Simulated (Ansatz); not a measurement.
H7N2F, one structure, two calculations

Cell: a Materials Project structure (computed, not necessarily an observed phase).

```yaml
crystal:
  lattice:
    - [8.04838, 0.00000, 0.00000]
    - [0.00000, 5.62965, 0.00000]
    - [0.00000, 0.00000, 7.36770]
  atoms:
    - { symbol: H, position: [0.72531, 0.78850, 0.02829] }
    - { symbol: H, position: [0.27469, 0.21150, 0.52829] }
    - { symbol: H, position: [0.77469, 0.78850, 0.52829] }
    - { symbol: H, position: [0.22531, 0.21150, 0.02829] }
    - { symbol: H, position: [0.74558, 0.04598, 0.14943] }
    - { symbol: H, position: [0.25442, 0.95402, 0.64943] }
    - { symbol: H, position: [0.75442, 0.04598, 0.64943] }
    - { symbol: H, position: [0.24558, 0.95402, 0.14943] }
    - { symbol: H, position: [0.63095, 0.04440, 0.95671] }
    - { symbol: H, position: [0.36905, 0.95560, 0.45671] }
    - { symbol: H, position: [0.86905, 0.04440, 0.45671] }
    - { symbol: H, position: [0.13095, 0.95560, 0.95671] }
    - { symbol: H, position: [0.55901, 0.90101, 0.14622] }
    - { symbol: H, position: [0.44099, 0.09899, 0.64622] }
    - { symbol: H, position: [0.94099, 0.90101, 0.64622] }
    - { symbol: H, position: [0.05901, 0.09899, 0.14622] }
    - { symbol: H, position: [0.62979, 0.43277, 0.56180] }
    - { symbol: H, position: [0.37021, 0.56723, 0.06180] }
    - { symbol: H, position: [0.87021, 0.43277, 0.06180] }
    - { symbol: H, position: [0.12979, 0.56723, 0.56180] }
    - { symbol: H, position: [0.73588, 0.43151, 0.37164] }
    - { symbol: H, position: [0.26412, 0.56849, 0.87164] }
    - { symbol: H, position: [0.76412, 0.43151, 0.87164] }
    - { symbol: H, position: [0.23588, 0.56849, 0.37164] }
    - { symbol: H, position: [0.56357, 0.59186, 0.38692] }
    - { symbol: H, position: [0.43643, 0.40814, 0.88692] }
    - { symbol: H, position: [0.93643, 0.59186, 0.88692] }
    - { symbol: H, position: [0.06357, 0.40814, 0.38692] }
    - { symbol: N, position: [0.66367, 0.94661, 0.07107] }
    - { symbol: N, position: [0.33633, 0.05339, 0.57107] }
    - { symbol: N, position: [0.83633, 0.94661, 0.57107] }
    - { symbol: N, position: [0.16367, 0.05339, 0.07107] }
    - { symbol: N, position: [0.66661, 0.53648, 0.45554] }
    - { symbol: N, position: [0.33339, 0.46352, 0.95554] }
    - { symbol: N, position: [0.83339, 0.53648, 0.95554] }
    - { symbol: N, position: [0.16661, 0.46352, 0.45554] }
    - { symbol: F, position: [0.60589, 0.19695, 0.76259] }
    - { symbol: F, position: [0.39411, 0.80305, 0.26259] }
    - { symbol: F, position: [0.89411, 0.19695, 0.26259] }
    - { symbol: F, position: [0.10589, 0.80305, 0.76259] }
```

Atom numbers follow the list; atoms alike are taken as one site, whose name carries the number of the first.

First run. The numbers come from a DFT calculation in Ansatz (PBE, plane waves and PAW, scalar-relativistic, 420 eV cutoff, Γ-centred 3×4×3 k-points, Fermi–Dirac smearing 0.02 eV).

```tsv
site	atom	V_zz (10²¹ V/m²)	η
H1	1	1.82	0.01
H5	5	2.56	0.02
H9	9	2.54	0.01
H13	13	2.53	0.02
H17	17	3.40	0.11
H25	25	3.43	0.11
N29	29	-0.81	0.08
N33	33	-6.73	0.00
F	37	-0.64	0.93
```

Second run. The same atoms and settings, except that the cutoff is 550 eV.

Problem. Given the first result, estimate the second.

Solution. 

| site | atom | V_zz | η | change of V_zz |
| --- | --- | --- | --- | --- |
| H1 | 1 | 1.79 | 0.00 | -0.03 |
| H5 | 5 | 2.52 | 0.02 | -0.04 |
| H9 | 9 | 2.50 | 0.01 | -0.04 |
| H13 | 13 | 2.49 | 0.02 | -0.04 |
| H17 | 17 | 3.37 | 0.11 | -0.03 |
| H25 | 25 | 3.40 | 0.11 | -0.03 |
| N29 | 29 | -0.80 | 0.08 | +0.01 |
| N33 | 33 | -6.72 | 0.00 | +0.01 |
| F | 37 | -0.64 | 0.93 | 0.00 |

The largest change of V_zz is on H5, from 2.56 to 2.52. In per cent, |V_zz| changes by -2 to -1 on H, 0 on N, +1 on F (all sites that start above 0.5).

The largest force is 0.3 eV/Å, so the atoms aren't at the calculated equilibrium and relaxing them would move these values. The lattice is static: at room temperature ammonium and NH₃ may turn and average the couplings of their hydrogen.
